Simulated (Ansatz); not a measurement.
# H4BrN: do energies and stresses tell the same story?

Theory: Ansatz 0.2.0, DFT PBEsol, scalar-relativistic, plane waves, PAW.

Settings: cutoff 420 eV, Γ-centred mesh 6×6×6 on the computed 6-atom cell, Gaussian smearing of 0.02 eV; no spin polarisation.

Relaxed cell: P-43m, a = 3.970 Å, b = 3.970 Å, c = 3.970 Å, α = 90.00°, β = 90.00°, γ = 90.00°, 6 atoms in the primitive cell. Whether it is the stable form of this composition wasn't checked.

Energies at zero smearing and pressures from the stress tensor, at volumes with shape and atoms relaxed:
| V (Å³/atom) | E − E(first) (meV/atom) | P (GPa) |
| --- | --- | --- |
| 9.805 | 0.00 | 1.63 |
| 10.118 | -2.24 | 0.72 |
| 10.431 | -2.85 | -0.04 |
| 10.744 | -2.14 | -0.67 |
| 11.057 | -0.31 | -1.18 |

Question: Check P = −dE/dV between neighbouring volumes, and get the bulk modulus from the pressures alone.

Answer: With 1 eV/Å³ = 160.2 GPa:
```csv
middle V (Å³/atom),−ΔE/ΔV (GPa),mean P (GPa)
9.962,1.148,1.173
10.275,0.309,0.337
10.588,-0.363,-0.354
10.900,-0.937,-0.924
```

The two differ by 0.03 GPa at most. The mean of two end pressures misses the average over a step by about ΔV² P″/12, up to 0.02 GPa here; with that taken off 0.02 GPa remains. Around V = 10.431 Å³/atom, the two neighbours give B = −V ΔP/ΔV = 10.431 × 1.38 / 0.626 = 23.0 GPa, against B0 = 23.0 GPa from the Birch–Murnaghan fit of the energies.

Cost: 6 runs of about 1.8 core-minutes in all, on Arm Neoverse V2 (shared hosts).